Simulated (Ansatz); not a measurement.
Phonons of P (space group Cmce) at Γ, S = (0.5, 0.0, 0.0), Y = (0.5, 0.5, 0.0), Z = (0.0, 0.0, 0.5).

P (space group Cmce)

```yaml
crystal:
  lattice:
    - [1.65499, -5.08255, 0.00000]
    - [1.65499, 5.08255, 0.00000]
    - [0.00000, 0.00000, 4.12372]
  atoms:
    - { symbol: P, position: [0.89349, 0.10651, 0.42917] }
    - { symbol: P, position: [0.10651, 0.89349, 0.57083] }
    - { symbol: P, position: [0.60651, 0.39349, 0.92917] }
    - { symbol: P, position: [0.39349, 0.60651, 0.07083] }
```

The numbers are results of LDA (plane waves to 420 eV, PAW, scalar-relativistic; Ansatz, a quantum-chemistry and plane-wave program), not measurements. Harmonic phonons by density-functional perturbation theory on a 16×16×12 k mesh, in cm⁻¹ and rounded to 5; i marks imaginary ones, q is in fractions of the reciprocal vectors of the cell shown, and the three acoustic modes at Γ are left out. The program warned that its band solver left a few bands short of their tolerance. P was relaxed with its symmetry unable to fall. The relaxed volume of P is well below the measured one.

```tsv
q	wavenumbers (cm⁻¹)
Γ	90, 180, 215, 360, 395, 410, 415, 440, 455
S = (0.5, 0.0, 0.0)	140 (×2), 195 (×2), 215 (×2), 380 (×2), 395 (×2), 415 (×2)
Y = (0.5, 0.5, 0.0)	40, 50, 100, 150, 180, 200, 360, 390, 415, 415, 430, 455
Z = (0.0, 0.0, 0.5)	75 (×2), 145 (×2), 185 (×2), 400 (×2), 415 (×2), 450 (×2)
```

The structure shows no imaginary mode at these points (lowest 40 cm⁻¹ at Y = (0.5, 0.5, 0.0)); other wave vectors were not tested.

Highest mode: 455 cm⁻¹ at Γ.
